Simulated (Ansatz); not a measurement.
Course of a relaxation: ScGa2AsP2

Recipe of this trial structure of ScGa2AsP2: random cell by space group and Wyckoff sites (P6/mmm, No. 191). Lengths were set from tabulated atomic sizes, so they are only a guess.

```cif
data_structure
_symmetry_space_group_name_H-M 'P 1'
_symmetry_Int_Tables_number 1
_cell_length_a 4.1887
_cell_length_b 4.1887
_cell_length_c 8.3430
_cell_angle_alpha 90.000
_cell_angle_beta 90.000
_cell_angle_gamma 120.000
_cell_volume 126.77
loop_
_atom_site_label
_atom_site_type_symbol
_atom_site_fract_x
_atom_site_fract_y
_atom_site_fract_z
_atom_site_occupancy
Sc1 Sc 0.00000 0.00000 0.50000 1
Ga1 Ga 0.00000 0.00000 0.24148 1
Ga2 Ga 0.00000 0.00000 0.75852 1
P1 P 0.33333 0.66667 0.50000 1
P2 P 0.66667 0.33333 0.50000 1
As1 As 0.00000 0.00000 0.00000 1
```

These are results of DFT PBE, scalar-relativistic, plane waves, PAW (Ansatz 0.2.0), not measurements. Cutoff 420 eV, Gaussian smearing, Γ-centred meshes. Cell and atoms relax first on a coarse mesh and then on a finer one. In between, the cell is made exact in the group found at 0.06 Å. In metals the finer mesh still leaves noise of several meV/atom or more. The steps can't lower the symmetry of their start. No spin polarisation in the relaxation; trial moments died out in a coarse test.

Steps on the 6×6×2 mesh (6 atoms, 11 steps). The free energy counts from the last step; some steps are skipped; the plane-wave basis is renewed at times, which shifts energy and pressure.

| step | ΔF (meV/atom) | V (Å³/atom) | P (GPa) | largest force component (eV/Å) |
| --- | --- | --- | --- | --- |
| 1 | 911.2 | 21.13 | 32.20 | 0.270 |
| 2 | 524.2 | 22.82 | 21.57 | 0.945 |
| 3 | 247.1 | 24.95 | 12.68 | 0.318 |
| 4 | 88.8 | 27.34 | 5.87 | 0.181 |
| 5 | 30.0 | 29.79 | 0.95 | 0.117 |
| 7 | 26.8 | 30.31 | 0.03 | 0.014 |
| 8 | 5.0 | 30.31 | 1.18 | 0.021 |
| 9 | 0.6 | 31.06 | 0.30 | 0.015 |
| 10 | 0.1 | 31.34 | 0.00 | 0.001 |
| 11 | 0.0 | 31.34 | 0.00 | 0.001 |

The relaxed structure, after a last relaxation on the converged mesh:

```cif
data_structure
_symmetry_space_group_name_H-M 'P6/mmm'
_symmetry_Int_Tables_number 191
_cell_length_a 4.5936
_cell_length_b 4.5936
_cell_length_c 10.3658
_cell_angle_alpha 90.000
_cell_angle_beta 90.000
_cell_angle_gamma 120.000
_cell_volume 189.42
loop_
_atom_site_label
_atom_site_type_symbol
_atom_site_symmetry_multiplicity
_atom_site_Wyckoff_symbol
_atom_site_fract_x
_atom_site_fract_y
_atom_site_fract_z
_atom_site_occupancy
Sc1 Sc 1 b 0.00000 0.00000 0.50000 1
Ga1 Ga 2 e 0.00000 0.00000 0.22870 1
P1 P 2 d 0.33333 0.66667 0.50000 1
As1 As 1 a 0.00000 0.00000 0.00000 1
```

The symmetry stays P6/mmm (No. 191). The volume per atom grows by 49.4 %, from 21.1 to 31.6 Å³. The shortest distance goes from 2.01 Å (Ga–As) to 2.37 Å (Ga–As). The ratio c/a of the conventional cell changes by a factor of 1.13. The energy falls by about 0.91 eV/atom (the start's value is from the coarse mesh). Around Sc lie 6 P at 2.65 Å and 2 Ga at 2.81 Å; Ga is surrounded by 1 As at 2.37 Å and 1 Sc at 2.81 Å; P is surrounded by 3 P at 2.65 Å and 3 Sc at 2.65 Å; As is surrounded by 2 Ga at 2.37 Å.

```yaml
Volume_per_atom: 31.57 Å³
Density: 2.82 g/cm³
Energy_over_the_elements: +0.38 eV/atom
Gap_on_the_12×12×4_mesh_of_the_6-atom_cell: 0 eV (a metal)
```

Energies over the elements count from the elements' standard structures at the same level, with no fitted energy shifts. The references include black phosphorus.

The last run used Gaussian smearing of 0.10 eV. The reference forms of As and P are held partly by dispersion forces, which this level lacks. Symmetry constrained the relaxation, so the result can be a saddle point. In all, the 3 runs took 6.2 min on 1 thread of Intel(R) Xeon(R) Processor @ 2.50GHz (Skylake/Cascade Lake) (shared host). Another cell of ScGa2AsP2 relaxed alike, in P-4m2, lies 0.70 eV/atom lower, so this cell isn't the stable form at this level.
